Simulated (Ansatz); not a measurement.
TiMo₃:
```
TiMo3
1.0
   -1.57926     2.20977     4.47457
    1.57926    -2.20977     4.47457
    1.57926     2.20977    -4.47457
Ti Mo
1 3
Direct
  0.50000   0.00000   0.50000
  0.75684   0.75684   0.00000
  0.24316   0.24316   0.00000
  0.00000   0.50000   0.50000
```

Relaxed with r²SCAN.

Question: Which orbitals make up the states near the Fermi level in r²SCAN in the plane-wave PAW code Ansatz?

Answer: Within 0.5 eV of the Fermi level: Mo 4d 57 %, Ti 3d 27 %, Mo 5s 7 %, outside the projected shells 6 %. Projections are on Löwdin-orthogonalised atomic valence shells; empty p or d shells of many metals are not among them.

Question: Tabulate the density of states.

Answer: States/eV per cell of 4 atoms, in 0.25 eV bins, energy from the Fermi level.

```
E (eV)  total  Mo 4d  Ti 3d  Mo 5s
------  -----  -----  -----  -----
-7.10    0.00   0.00   0.00   0.00
-6.85    0.08   0.00   0.00   0.05
-6.60    0.16   0.00   0.00   0.10
-6.35    0.21   0.00   0.00   0.13
-6.10    0.26   0.00   0.00   0.17
-5.85    0.32   0.01   0.00   0.20
-5.60    0.38   0.02   0.00   0.24
-5.35    0.46   0.03   0.00   0.28
-5.10    0.59   0.08   0.01   0.34
-4.85    0.88   0.28   0.01   0.40
-4.60    1.98   1.09   0.09   0.54
-4.35    3.55   2.27   0.23   0.67
-4.10    3.85   2.63   0.29   0.58
-3.85    5.13   3.72   0.37   0.64
-3.60    5.02   3.83   0.39   0.49
-3.35    4.73   3.64   0.44   0.40
-3.10    4.76   3.70   0.50   0.34
-2.85    3.43   2.86   0.33   0.12
-2.60    4.30   3.79   0.32   0.09
-2.35    5.71   4.88   0.58   0.11
-2.10    5.56   4.49   0.83   0.10
-1.85    4.94   3.82   0.88   0.12
-1.60    4.90   3.79   0.76   0.17
-1.35    5.59   4.21   0.78   0.34
-1.10    5.62   3.99   0.92   0.40
-0.85    5.00   3.36   0.94   0.36
-0.60    4.77   3.04   1.08   0.30
-0.35    3.57   2.21   0.86   0.23
-0.10    2.47   1.39   0.63   0.19
0.15     2.44   1.23   0.78   0.17
0.40     1.97   1.06   0.54   0.13
0.65     2.17   1.32   0.50   0.11
0.90     2.22   1.45   0.50   0.07
1.15     2.60   1.71   0.65   0.06
1.40     3.60   2.29   1.06   0.06
1.65     4.05   2.57   1.28   0.06
1.90     4.69   3.02   1.49   0.05
2.15     5.40   3.61   1.62   0.05
```

Space group Immm. The first step of the workflow began from a Materials Project structure, measured or hypothetical; the Crystallography Open Database copy checked does not list it. With Ti and Mo taken as one species the cell has the higher symmetry Im-3m, so it may be an ordered model of a mixed-site phase. Whether it is the stable phase at ambient conditions was not checked. Symmetry was held in the r²SCAN relaxation; its stability against distortions is not shown here. The run is not spin-polarised. Scalar-relativistic: spin–orbit coupling is off unless named, which matters more the heavier the elements.

Potentials: the later of the program's two PAW sets.
